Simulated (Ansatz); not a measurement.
The numbers come from plane-wave PAW DFT (Ansatz): LDA, with U_eff = 2.66 eV on Fe d (all-electron-ortho-atomic projectors), non-collinear spin, 420 eV, 5×6×2 Γ-centred k points, cold occupations (width 0.0542 eV). Nothing was relaxed.

Computed maps in the lattice plane spanned by b (left to right, 3.24 Å, 10 points from zero) and c (bottom to top, 8.38 Å, 25 points from zero), 90° apart, at height 0.250 along a. The fields are smooth PAW ones with compensation charges, not the true ones near nuclei.

Valence density. Digits on a logarithmic scale: 0 up to 0.03 e/Å³, each further digit a factor of 1.6, 9 from 1.3 e/Å³ up:
```
7544579999
6422469999
4211247887
2100124554
1000011221
0011000000
0111100000
0111100000
0011000000
0000000000
0000000000
0000001111
2100123443
4311346776
6433468888
7544578778
8644688448
8644688778
7655678888
6777767777
6999965555
8999985445
8999986666
7999978998
7677679999
```

Spin density, z component. Ten even steps from '0' (-0.01 e/Å³) to '9' (7.18 e/Å³):
```
0000000000
0000000000
0000000000
0000000000
0000000000
0000000000
0000000000
0000000000
0000000000
0000000000
0000000000
0000000000
0000000000
0000000000
0000000000
0000000000
0000000000
0000000000
0000000000
0000000000
0022000000
0299200000
0299200000
0022000000
0000000000
```

Question: The cell is FeBrO. Which atoms lie within 0.2 Å of this plane, and where (fractions of b and c)?

Answer: Fe at (0.25, 0.10), O at (0.75, 0.96), Br at (0.75, 0.32). The whole cell:
```
CELL_PARAMETERS angstrom
3.87388 0.00000 0.00000
0.00000 3.24110 0.00000
0.00000 0.00000 8.38354
ATOMIC_POSITIONS crystal
Fe 0.25000 0.25000 0.10200
Fe 0.75000 0.75000 0.89800
O 0.25000 0.75000 0.96500
O 0.75000 0.25000 0.03500
Br 0.25000 0.75000 0.32000
Br 0.75000 0.25000 0.68000
```

Magnetic state (reached from a saved solution, and it need not be the lowest): Fe1 along (0.00, 0.00, 1.00), Fe2 along (0.00, 0.00, -1.00).

Origin: a known structure type with other elements, at an estimated volume, so it need not be a known compound.
